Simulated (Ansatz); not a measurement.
SnS (rock salt)

```xyz
2
Lattice="0.0000 2.8719 2.8719 2.8719 0.0000 2.8719 2.8719 2.8719 0.0000" Properties=species:S:1:pos:R:3 pbc="T T T"
Sn     2.8719     2.8719     2.8719
S      0.0000     0.0000     0.0000
```

Two coordinates are scanned: the volume, and the ratio of the stretch along z (the conventional c axis) to the stretch across it. Atoms keep their fractional coordinates.

Method: PBEsol (plane waves to 420 eV, PAW, scalar-relativistic; Ansatz, a quantum-chemistry and plane-wave program). k mesh 10×10×10 (Γ-centred), Fermi-Dirac smearing 0.05 eV. Stress and pressure are positive under compression. As the smearing reaches across the gap at some points, the response to shear is sensitive to the k mesh, so small differences along c/a are uncertain. SnS was relaxed with its symmetry unable to fall. This is one of several known forms of SnS; the measured ambient cells at hand have space group No. 62.

At one point of the scan the stress tensor (GPa) is:

```
    2.2      0.0      0.0
    0.0      2.2      0.0
    0.0      0.0      7.1
```

**Question.** Which point is it?
A) V/V₀ = 0.947, (c/a)/(c/a)₀ = 0.973
B) V/V₀ = 0.973, (c/a)/(c/a)₀ = 0.920
C) V/V₀ = 1.027, (c/a)/(c/a)₀ = 0.947
D) V/V₀ = 1.053, (c/a)/(c/a)₀ = 0.920

**Answer.** A, V/V₀ = 0.947, (c/a)/(c/a)₀ = 0.973

(Under strain, the slope of the energy per volume gives the stress and its curvature an elastic modulus.)
